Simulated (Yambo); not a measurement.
A G0W0@PBEsol run in Yambo for a free-standing WSe2 monolayer (symmetry Amm2, slab cell 16.3 Å high) under uniaxial strain of -2 % along x, the other axes held (6×6×1 Γ-centred k mesh, bands 12 to 114 and a 7 Ry block in the screening, 114 bands in G with the Bruneval-Gonze terminator, plasmon pole fitted at 27.2 eV, slab-truncated Coulomb interaction, stochastic integration of W near q = 0) gives these matrix elements, in eV, at the band edges ((0.333, 0.333) → (0.333, -0.167)):

```csv
state,E0,<Vxc>,<Σx>,<Σc(E0)>,Z
valence edge,0.000,-15.141,-15.724,0.390,0.752
conduction edge,1.611,-14.400,-10.715,-3.050,0.757
```

Question: Solve the linearised quasiparticle equation for both states, give the gap, and say how exchange and correlation each act on it.

Answer: E = E0 + Z(Σx + Σc − Vxc). Valence: 0.000 + 0.752 × (-15.724 + (0.390) − (-15.141)) = -0.15 eV. Conduction: 1.611 + 0.757 × (-10.715 + (-3.050) − (-14.400)) = 2.09 eV. The gap is 2.24 eV, against 1.61 eV in PBEsol. Replacing Vxc by bare exchange alone would open it by 4.27 eV; correlation takes back 3.44 eV of that, and Z scales what is left. Convergence of the G0W0 settings was not tested. Spin-orbit coupling is left out, which matters for elements this heavy: edges can move by tenths of an eV.

The standard potential for Se keeps a d shell in the valence without the s and p states of that shell. In tests on such compounds this moved G0W0 gaps by up to about 0.9 eV, so absolute quasiparticle energies here are unreliable; differences between settings are what counts.

Geometry strained from the cell relaxed with PBEsol, atoms relaxed again; primitive cell a = 3.206 Å, b = 3.255 Å, c = 16.300 Å, α = β = 90.00°, γ = 119.50°.
